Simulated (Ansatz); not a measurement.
Stability checks on a candidate for HfSn₃S₈

The structure comes from a generated guess, relaxed at this level; another structure or a mixture of phases may lie lower.

Computed with DFT PBE, scalar-relativistic, plane waves, PAW in Ansatz 0.2.0. Settings of the last relaxation (12-atom cell): 420 eV, 12×12×1 k points, Gaussian smearing of 0.02 eV, no spin polarisation.

```cif
data_structure
_symmetry_space_group_name_H-M 'P-3m1'
_symmetry_Int_Tables_number 164
_cell_length_a 3.6897
_cell_length_b 3.6897
_cell_length_c 27.2739
_cell_angle_alpha 90.000
_cell_angle_beta 90.000
_cell_angle_gamma 120.000
_cell_volume 321.56
loop_
_atom_site_label
_atom_site_type_symbol
_atom_site_symmetry_multiplicity
_atom_site_Wyckoff_symbol
_atom_site_fract_x
_atom_site_fract_y
_atom_site_fract_z
_atom_site_occupancy
Hf1 Hf 1 b 0.00000 0.00000 0.50000 1
Sn1 Sn 1 a 0.00000 0.00000 0.00000 1
Sn2 Sn 2 c 0.00000 0.00000 0.25159 1
S1 S 2 d 0.33333 0.66667 0.05436 1
S2 S 2 d 0.33333 0.66667 0.30595 1
S3 S 2 d 0.33333 0.66667 0.55240 1
S4 S 2 d 0.33333 0.66667 0.80276 1
```

Energies over the elements count from the elements' standard structures at the same level, with no fitted energy shifts. The references include grey tin.

Question: These tests were run: energy against the elements; phonons on a 2×2×1 q mesh. What do they show?

Answer:

| test | result |
| --- | --- |
| energy against the elements | −0.682 eV/atom |
| phonons on a 2×2×1 q mesh | no imaginary mode on the mesh |

It fails none of these tests. Other phases of the system weren't compared here, so this isn't yet thermodynamic stability.

No dispersion correction is applied, so the spacing and binding between layers, chains or molecules are poorly described. Spin–orbit coupling, which can matter for Hf, is left out. The reference form of S is held partly by dispersion forces, which this level lacks. The run for the phonons used a 12×12×1 k mesh.
